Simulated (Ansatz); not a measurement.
BAs:
Space group P6₂22 (No. 180); a = 3.429 Å, b = 3.429 Å, c = 7.403 Å, α = 90.00°, β = 90.00°, γ = 120.00°

```tsv
atom	site	symmetry	x	y	z
B	3d	222	0.5000	0.0000	0.5000
As	3c	222	0.5000	0.0000	0.0000
```

Relaxed with PBEsol.

### Question
Decompose the optical modes at the zone centre into irreducible representations, and say which are infrared and Raman allowed.

### Answer
Point group 622: Γ_opt = A2 + 2B1 + 2B2 + 3E1 + 2E2. Infrared: A2, E1. Raman: E1, E2.

### Question
Assign frequencies (DFPT, the program Ansatz at the PBEsol level (PAW); without the LO–TO term).

### Answer
B1 170, B2 170, E1 174, E2 268, B1 419, E1 500, A2 615, E2 633, E1 660, B2 664 cm⁻¹.

Subscripts of B labels follow the axes of the standard setting.

Space group P6_222. The start of the workflow was typed in or built on a structure type; neither database checked (COD, Materials Project) lists it. It is not the phase usual at ambient conditions (space group No. 216). The PBEsol relaxation kept the symmetry of its start; of distortions, only those at the zone centre were tested. Its formation energy is positive at this level, so the cell may be metastable or incomplete.

Potentials: the later of the program's two PAW sets.
